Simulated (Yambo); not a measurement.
Material: a free-standing SnS₂ monolayer (symmetry P-3m1, slab cell 15.9 Å high) under biaxial strain of -1.5 % in the plane; a = 3.592 Å, b = 3.592 Å, c = 15.900 Å, α = 90.00°, β = 90.00°, γ = 120.00° (3 atoms in the cell). The PBEsol cell relaxed from Materials Project entry mp-1170 was given a biaxial strain of -1.5 % in the plane, and the atoms were relaxed again, with the Coulomb interaction truncated along z.

With norm-conserving PBE (stringent potentials; Quantum ESPRESSO, 102 Ry, no spin-orbit coupling), the gap between the mesh's edge points ((0, 0.167) → M) is 1.578 eV.

Problem. Estimate the G0W0 gap between the same points from Yambo (6×6×1 Γ-centred k mesh, bands 5 to 125 and a 8 Ry block in the screening, 125 bands in G with the Bruneval-Gonze terminator, plasmon pole fitted at 27.2 eV, slab-truncated Coulomb interaction, stochastic integration of W near q = 0).

Solution. The correction is 1.565 eV, giving 3.143 eV, 2.0 times the PBE value.  Convergence of the G0W0 settings was not tested. Spin-orbit splittings are left out.
